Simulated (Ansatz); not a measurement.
Te:
Space group C2/m (No. 12); a = 7.6399 Å, b = 4.3008 Å, c = 5.9783 Å, α = γ = 90.00°, β = 90.95°

| atom | site | symmetry | x | y | z |
|---|---|---|---|---|---|
| Te | 4i | m | 0.3094 | 0.0000 | 0.3388 |
| Te | 2a | 2/m | 0.0000 | 0.0000 | 0.0000 |
(The calculation used a cell of 3 atoms; values per cell refer to that cell.)

Relaxed at zero pressure with plane-wave PAW r²SCAN (Ansatz code).

### Question
The volume is lowered by 9 % and shape and atoms relax at that volume. What pressure results, and how do the axes share the change?

### Answer
4.9 GPa; a -5.1 %, b -3.8 %, c -0.4 %; the energy rises by 41 meV/atom.

### Question
Give the new structure.

### Answer

Space group C2/m (No. 12); a = 7.2515 Å, b = 4.1388 Å, c = 5.9553 Å, α = 90.00°, β = 90.42°, γ = 90.00°

| atom | site | symmetry | x | y | z |
|---|---|---|---|---|---|
| Te | 4i | m | 0.3165 | 0.0000 | 0.3362 |
| Te | 2a | 2/m | 0.0000 | 0.0000 | 0.0000 |

The phase is kept; no other phase was compared at this pressure.

The first step of the workflow began from a Materials Project structure, measured or hypothetical; the Crystallography Open Database copy checked does not list it. It is not the phase usual at ambient conditions (space group No. 152). The r²SCAN relaxation kept the symmetry of its start. At this level the phase is dynamically unstable (imaginary phonons). Scalar-relativistic: spin–orbit coupling is off unless named, which matters more the heavier the elements.

Potentials: the later of the program's two PAW sets.
